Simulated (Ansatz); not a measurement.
The elements of this relaxed trial crystal are hidden behind letters.

```
lattice vectors (Å)
   7.4231   -1.5734    0.0000
   7.4231    1.5734    0.0000
  -0.1768    0.0000    4.9316
fractional positions
X 0.3434 0.3434 0.9743
Z 0.6578 0.6578 0.0199
Z 0.9955 0.9955 0.4972
Q 0.4330 0.4330 0.6952
Q 0.7831 0.7831 0.8079
Q 0.0962 0.0962 0.8097
Q 0.8994 0.8994 0.1833
Q 0.2293 0.2293 0.1936
Q 0.5624 0.5624 0.3190
```

Computed with DFT PBE, scalar-relativistic, plane waves, PAW in Ansatz. Plane waves to 420 eV, a 10×10×6 mesh through Γ for the 9-atom cell and 0.02 eV Gaussian smearing; no spin polarisation.

| Property | Result |
| --- | --- |
| Space group | Cm (No. 8) |
| Conventional cell | a = 14.846 Å, b = 3.147 Å, c = 4.935 Å, β = 92.1° |
| Volume per atom | 12.80 Å³ |
| Density | 5.50 g/cm³ |
| Formation energy | −2.016 eV/atom |
| Gap on the 10×10×6 mesh of the 9-atom cell | 1.87 eV |

Energies are uncorrected and count from the elements' standard states at the same level.

Question: X is a d-block element of period 4, Z is a p-block element of period 5 and Q is a p-block element of period 2. Which elements are they?

Answer: X = Ti, Z = Sn, Q = O, so the formula is TiSn2O6. Density times volume gives a mean mass of 5.50 × 12.80/1.6605 = 42.4 u per atom, and this set has 42.4 u. Ti has 6 O at 1.95–2.04 Å, 2 Ti at 3.15 Å and 2 Sn at 3.19 Å; Sn on its first site has 6 O at 2.07–2.17 Å, 2 Sn at 3.15 Å and 2 Ti at 3.19 Å; around O on its first site lie 1 Ti at 1.95 Å and 2 Sn at 2.09 Å; 6 more sites not described. Other sets within the hints have nearly the same mass, so mass alone doesn't settle it; this one was computed.

Kohn–Sham gaps at this level usually fall short of measured ones. A later test with randomly moved atoms ended 2 meV/atom lower, in P1 at a loose tolerance, which is no clear verdict on its stability.
